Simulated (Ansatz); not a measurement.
MoIr3 (Cu3Au type, Pm-3m) under volume change, the program Ansatz at the PBE level (PAW), scaled uniformly.

| V (Å³/atom) | E − E(relaxed) (meV/atom) | P (GPa) |
|---|---|---|
| 13.353 | 149.0 | 39.61 |
| 13.794 | 62.2 | 24.03 |
| 14.234 | 14.6 | 10.96 |
| 14.674 | 0.0 | 0.00 |
| 15.114 | 13.0 | -9.19 |
| 15.554 | 49.1 | -16.87 |
| 15.995 | 104.5 | -23.28 |

### Question
What does a third-order Birch–Murnaghan fit give for V₀, B₀ and B′?

### Answer
V₀ = 14.67 Å³/atom, B₀ = 333 GPa, B′ = 4.9.

The cell is a constructed one: a structure type filled with these elements; neither database checked (COD, Materials Project) lists it. COD files the formula under space group No. 194. Its standing as an ambient phase is unchecked. The PBE relaxation kept the symmetry of its start; its stability against distortions is not shown here. The run is not spin-polarised. Spin–orbit coupling is left out wherever it is not named.

Potentials: the earlier of the program's two PAW sets.
